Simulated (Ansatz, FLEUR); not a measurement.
In3As: 3 runs at one level of theory

```xyz
4
Lattice="4.6717 0.0000 0.0000 0.0000 4.6717 0.0000 0.0000 0.0000 4.6717" Properties=species:S:1:pos:R:3 pbc="T T T"
In    2.3358    2.3358    0.0000
In    2.3358    0.0000    2.3358
In    0.0000    2.3358    2.3358
As    0.0000    0.0000    0.0000
```

The cell comes from a database or a generator and needn't be the stable form of this composition.

Alike in all runs: task equation of state; functional PBEsol; k mesh 6 × 6 × 6; occupations fermi-dirac, width 0.05 eV; no spin polarisation; no spin-orbit coupling.

```csv
program and potentials,plane-wave cutoff (eV),notes,equilibrium volume (Å³/atom),bulk modulus (GPa)
"Ansatz, Ansatz PAW",420,"potentials made for PBE, which Ansatz adapts in part",24.13,49.7
"Ansatz, all-electron LAPW, scalar-relativistic",-,-,24.13,49.7
"FLEUR, all-electron, FLAPW",-,-,24.14,49.7
```

The equilibrium volume spans 24.13 (Ansatz, Ansatz PAW) to 24.14 Å³/atom (FLEUR, all-electron, FLAPW), with all-electron results at 24.13 to 24.14. All agree on the bulk modulus. For a metal such a mesh isn't converged, which the comparison doesn't need.

The functional is the same throughout but for its coding, so the spread measures potentials, basis and numerics; runs on potential files found faulty are left out.
